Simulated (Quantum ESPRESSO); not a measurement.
# Ti3Ta5: one composition in several site orders

Computed values, not a measurement. The program is pw.x of Quantum ESPRESSO 7.5 (plane-wave density functional theory). The cell is made up: eight metal atoms on a hexagonal close-packed lattice, with elements, volume, strain and displacements drawn at random and not relaxed, so it may be unstable or far from any real phase. PseudoDojo standard norm-conserving files set the functional (PBE unless stated); there is no spin polarisation or spin-orbit coupling, the Fermi-Dirac width of 0.25 eV means electrons at about 2900 K, and the masses in the input are unused placeholders. Heavy elements are run without spin-orbit coupling, which real alloys of them have. A spin test at this wide smearing found no moment, but such smearing suppresses magnetism that the real alloy may have.

The runs put one composition on the sites in different orders. Cell, positions, cutoff, mesh and smearing stay as in the input of run 1; sites are counted in its order. Stress in the tables is positive in tension.

Input of run 1:

```
&control calculation='scf', pseudo_dir='./dojo.nc.sr.pbe.v0_5.standard.upf', outdir='./o', disk_io='medium', tprnfor=.true., tstress=.true. /
&system ibrav=0, nat=8, ntyp=2, nbnd=69, ecutwfc=84.00895049, nosym=.true., tot_charge=0,
 occupations='smearing', smearing='fd', degauss=0.0183746611
/
&electrons conv_thr=1.470e-08, electron_maxstep=70, mixing_beta=0.5 /
ATOMIC_SPECIES
Ta 1.0 Ta.upf
Ti 1.0 Ti.upf
CELL_PARAMETERS angstrom
0.0 4.9868 0.0
2.8792 0.0 4.73
2.8792 0.0 -4.73
ATOMIC_POSITIONS angstrom
Ti 0.0801 0.0372 -0.0163
Ta 2.8119 0.0455 -0.013
Ta 2.8601 1.7001 -2.4052
Ta 2.9092 1.7259 2.341
Ta 1.4544 2.431 -0.0216
Ti 4.3118 2.5297 -0.0297
Ta 1.4146 4.1722 -2.3021
Ti 1.4177 4.2332 2.3548
K_POINTS automatic
5 5 5 1 1 1
```

| run | elements on sites 1 to 8 | free energy less that of run 1 (eV) | -TS (eV) | pressure (GPa) | stress xx (GPa) | stress yy (GPa) | stress zz (GPa) | stress yz (GPa) | stress xz (GPa) | stress xy (GPa) | iterations |
| --- | --- | --- | --- | --- | --- | --- | --- | --- | --- | --- | --- |
| 1 | Ti Ta Ta Ta Ta Ti Ta Ti | 0.000 | -2.168 | 14.98 | -14.29 | -12.57 | -18.08 | 0.15 | 0.10 | 0.22 | 18 |
| 2 | Ta Ta Ti Ti Ta Ta Ti Ta | -0.071 | -2.118 | 14.59 | -14.23 | -12.61 | -16.94 | -0.23 | -0.02 | 0.35 | 17 |
| 3 | Ta Ta Ti Ti Ti Ta Ta Ta | -0.065 | -2.148 | 14.34 | -13.65 | -11.86 | -17.50 | -0.09 | 0.00 | 0.29 | 17 |
| 4 | Ta Ti Ti Ti Ta Ta Ta Ta | -0.073 | -2.153 | 14.01 | -13.18 | -11.99 | -16.86 | -0.01 | 0.05 | 0.55 | 17 |

Forces Fx Fy Fz (eV/Å):

```
site             run 1             run 2             run 3              run 4
   1  -1.07 -0.44 0.27  -1.31 -0.48 0.24  -1.11 -0.23 0.39   -1.14 -0.40 0.37
   2   1.01 -0.63 0.39   1.23 -0.52 0.29   1.00 -0.23 0.41    0.96 -0.29 0.29
   3   0.45 0.10 -0.25    0.01 0.14 0.05    0.06 0.17 0.00     0.07 0.07 0.18
   4  -0.54 -0.06 0.14  -0.17 0.02 -0.01  -0.21 0.02 -0.02  -0.26 -0.04 -0.23
   5   -0.22 0.61 0.52   -0.08 0.74 0.02   -0.04 0.51 0.19     0.18 0.56 0.28
   6   0.24 0.18 -0.16    0.20 0.12 0.08   0.18 0.01 -0.05    0.08 0.07 -0.06
   7   0.10 0.35 -1.03   0.08 0.07 -0.68  0.09 -0.06 -0.77    0.11 0.13 -0.86
   8   0.02 -0.11 0.13   0.03 -0.09 0.01  0.03 -0.18 -0.14    0.01 -0.09 0.01
```

The sites are displaced and not relaxed, so the energy differences mix bonding between neighbours with strain and are not ordering energies. A rerun of one cell of this series at a higher cutoff and on a denser mesh moved values by no more than 0.004 eV in energy, 0.06 GPa in stress and 0.010 eV/Å in force, and a second program with other atomic files agreed on that cell to 2 % rms in force and 0.5 GPa in pressure.